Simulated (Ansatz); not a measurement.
Bulk modulus and its pressure derivative give the pressure that a small compression needs; a soft, simple solid makes a sensitive pressure gauge, a stiff one a good anvil or seat.

MgO serves as the reference. Hydrostatic compression by 3 % of the volume (V₀/V = 1.0309), no change of phase.

Computed with Ansatz, a plane-wave PAW program. B₀, B₀′: r²SCAN, Birch–Murnaghan fit of energy against volume; volume per atom: r²SCAN, relaxed cell.

Runs started from generated or typed cells of the structure named: MgO. Not checked to be the ambient phase: RbCaH3 (cubic perovskite); RbZn4As3 (P4/mmm, tP8). No claim is made that these are known or stable phases: Hf2Si (I4/mcm, tI12). Spin–orbit coupling is left out unless named.

Working rules: linear estimate = B₀ × compression; P = (B₀/B₀′)[(V₀/V)^B₀′ − 1]; modulus under load = B₀ + B₀′P; relative pressure = P/P_ref.

```
crystal                     B₀ (GPa)  B₀′  V (Å³/atom)  linear estimate (GPa)  Murnaghan pressure (GPa)  modulus there (GPa)  pressure (relative)
--------------------------  --------  ---  -----------  ---------------------  ------------------------  -------------------  -------------------
RbCaH3 (cubic perovskite)       25.7  3.7        18.41                   0.77                    0.8278                 28.8                0.153
RbZn4As3 (P4/mmm, tP8)          36.7  5.3        22.42                    1.1                     1.212                 43.1                0.143
MgO (rock salt), reference       167  4.1         9.29                    5.0                     5.413                  189                 1.00
Hf2Si (I4/mcm, tI12)             147  3.8        18.53                    4.4                     4.742                  165                 0.88
MgH2 (rutile)                   51.5  3.6        10.04                    1.5                     1.656                 57.5                 0.31
```

One entry in the column «pressure (relative)» was worked out wrongly. Which, and what should it be?

The row of RbZn4As3 (P4/mmm, tP8) shows 0.143. From its own inputs, relative pressure: 1.212/5.413 = 0.22. The other rows agree with the rules.

With the correction: By relative pressure (highest first): MgO (1.00 ± 0.050), Hf2Si (I4/mcm, tI12) (0.88 ± 0.044), MgH2 (0.31 ± 0.015), RbZn4As3 (P4/mmm, tP8) (0.22 ± 0.011), RbCaH3 (cubic perovskite) (0.153 ± 0.0077). The ± follows from allowances picked for this note (B₀ 5 %, B₀′ 0.4), carried to first order and added in quadrature, each row's own inputs moving alone; ≈ joins neighbours closer than their two ± added in quadrature.

B₀′ is the least certain number of such a fit, often by half a unit. Where several phases of a formula are at hand, those over 0.1 eV/atom above the lowest were not drawn (by r²SCAN where it compared them, else by the largest value; a layered or molecular lowest phase counts only with a dispersion term); other phases could lie lower still. Values belong to the structures named, which need not be the stable ones; other polymorphs differ. The rows are a sample and no shortlist: familiar crystals first, some related and some not, whatever their agreement with measurement; tables with many equal figures were not kept. Limits of the draw: no layered crystals, B₀′ of 2 to 8; no unfamiliar magnets, and cubic perovskites only if shown or known to be stable. As a rule kept out of such tables: 4f compounds, open-shell compounds run without a Hubbard term, cells found unstable in the tests at hand, cells close to a higher symmetry, and runs set to a pressure or over 12 % in volume from the crystal's fullest run.
